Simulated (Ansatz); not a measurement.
Relaxed Ge (diamond):

```
CELL_PARAMETERS angstrom
      0.00000     2.83729     2.83729
      2.83729     0.00000     2.83729
      2.83729     2.83729     0.00000
ATOMIC_POSITIONS crystal
  Ge 0.00000 0.00000 0.00000
  Ge 0.25000 0.25000 0.25000
```

Scan: atom 1 (Ge, nearest neighbour Ge at 2.457 Å; its periodic images, 4.0 Å or more away, move with it) is displaced along Cartesian [111], direction (0.577, 0.577, 0.577) in Cartesian axes, by s. The other atoms stay.

The numbers are results of r2SCAN (plane waves to 500 eV, PAW, scalar-relativistic; Ansatz, an electronic-structure program), not measurements. k mesh 8×8×8 (Γ-centred), Fermi-Dirac smearing 0.05 eV. E stands for the smeared free energy. As the smearing reaches across the gap at some points, energies and forces of such displacements shift with the k mesh and the smearing. Ge was relaxed with its symmetry unable to fall. ΔE is measured from the undisplaced structure. The last digit holds for this mesh only.

```json
[
 {"s (Å)": "-0.490", "ΔE (meV/cell)": "760.9"},
 {"s (Å)": "-0.392", "ΔE (meV/cell)": "556.1"},
 {"s (Å)": "-0.294", "ΔE (meV/cell)": "355.1"},
 {"s (Å)": "-0.196", "ΔE (meV/cell)": "178.7"},
 {"s (Å)": "-0.098", "ΔE (meV/cell)": "50.1"},
 {"s (Å)": "0.000", "ΔE (meV/cell)": "0.0"},
 {"s (Å)": "0.098", "ΔE (meV/cell)": "61.2"},
 {"s (Å)": "0.196", "ΔE (meV/cell)": "265.0"},
 {"s (Å)": "0.294", "ΔE (meV/cell)": "644.2"},
 {"s (Å)": "0.392", "ΔE (meV/cell)": "1241.2"},
 {"s (Å)": "0.490", "ΔE (meV/cell)": "2113.7"}
]
```

Problem. What force constant k = d²E/ds² at s = 0 does the table give?

Solution. 12 eV/Å². It is the second difference of the nearest points, corrected with the next pair.

Problem. With k = 11.57 eV/Å² from the forces, is the well harmonic out to s = 0.490 Å?

Solution. ½ks² = 1389 meV/cell against the computed 2114 meV/cell, so the well is stiffer than harmonic there.

(A displaced cell: forces are minus the slopes of the energy, force constants its curvatures, and phonons follow from these.)
